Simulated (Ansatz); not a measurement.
YSi$_{2}$Pd$_{2}$:
```
CELL_PARAMETERS angstrom
     -2.06695     2.06695     4.96436
      2.06695    -2.06695     4.96436
      2.06695     2.06695    -4.96436
ATOMIC_POSITIONS crystal
  Y  0.00000 0.00000 0.00000
  Pd 0.75000 0.25000 0.50000
  Pd 0.25000 0.75000 0.50000
  Si 0.38296 0.38296 0.00000
  Si 0.61704 0.61704 0.00000
```

Relaxed with r²SCAN.

**Question.** Give the Bader charges and basin volumes of the independent atoms, r²SCAN (plane waves, PAW; program Ansatz).

**Answer.** 

| atom | Bader charge (e) | Bader volume (Å³) |
|---|---|---|
| Y1 | +1.77 | 15.1 |
| Pd2 | -0.85 | 19.0 |
| Si4 | -0.04 | 15.9 |

Space group I4/mmm. The workflow started from an entry of the Crystallography Open Database (COD). Its standing as an ambient phase is unchecked. The cell was relaxed with r²SCAN under the symmetry of its start; whether a distortion lowers the energy is not shown. No spin polarisation was allowed.

Potentials: the later of the program's two PAW sets.
